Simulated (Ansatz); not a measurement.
An Ansatz (a quantum-chemistry and plane-wave program) input:

Ansatz 0.2 input:
```yaml
crystal:
  lattice:
    - [7.6364922354, 0.0, 0.0]
    - [-3.8182461177, 6.6133962716, 0.0]
    - [0.0, 0.0, 5.7240001989]
  atoms:
    - { symbol: Ca, position: [0.0, 0.6428082595, 0.5] }
    - { symbol: Ca, position: [0.6428082595, 0.0, 0.5] }
    - { symbol: Ca, position: [0.3571917405, 0.3571917405, 0.5] }
    - { symbol: Ca, position: [0.0, 0.3083357029, 0.0] }
    - { symbol: Ca, position: [0.3083357029, 0.0, 0.0] }
    - { symbol: Ca, position: [0.6916642971, 0.6916642971, 0.0] }
    - { symbol: P, position: [0.6666666667, 0.3333333333, 0.2007692377] }
    - { symbol: P, position: [0.6666666667, 0.3333333333, 0.7992307623] }
    - { symbol: P, position: [0.3333333333, 0.6666666667, 0.2007692377] }
    - { symbol: P, position: [0.3333333333, 0.6666666667, 0.7992307623] }
    - { symbol: P, position: [0.0, 0.0, 0.6958505289] }
    - { symbol: P, position: [0.0, 0.0, 0.3041494711] }
kpoints:
  mp_grid: { grid: [4, 4, 4] }
hamiltonian:
  xc: r2scan
  pseudopotentials: { kind: paw }
scf:
  occupations: { method: fixed }
output:
  optics: { e_range: [0.0, 15.0], de: 0.05, sigma: 0.1, bands: { spectra_wanted_up_to: 12 eV } }
```

### Question
How many symmetry operations and irreducible k-points will the run report?

### Answer
12 operations, 12 of 64 k-points.

### Question
With a cutoff of 500 eV, how many plane waves at Γ?

### Answer
7401.

It took about 11 core-minutes (a rough figure) on shared server cores.

Space group P-62m. The first step of the workflow began from a Materials Project structure, measured or hypothetical; the Crystallography Open Database copy checked does not list it. Whether it is the stable phase at ambient conditions was not checked. The cell was relaxed with r²SCAN under the symmetry of its start; its stability against distortions is not shown here.

Potentials: the later of the program's two PAW sets.

Ansatz is a plane-wave DFT program.
